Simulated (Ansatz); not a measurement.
LiF:
```
LiF
1.0
    0.00000     2.00329     2.00329
    2.00329     0.00000     2.00329
    2.00329     2.00329     0.00000
Li F
1 1
Direct
  0.00000   0.00000   0.00000
  0.50000   0.50000   0.50000
```

Relaxed with PBEsol.

Decompose the optical modes at the zone centre into irreducible representations, and say which are infrared and Raman allowed.

Point group m-3m: Γ_opt = T1u. Infrared: T1u. Raman: none.

Assign frequencies (DFPT, the program Ansatz at the PBEsol level (PAW); without the LO–TO term).

T1u 299 cm⁻¹.

Space group Fm-3m (rock salt). Symmetry was held in the PBEsol relaxation.

Potentials: the earlier of the program's two PAW sets. The files were generated under PBE; for other functionals the program regenerates the frozen cores, and for LDA and PBEsol the local potential too.
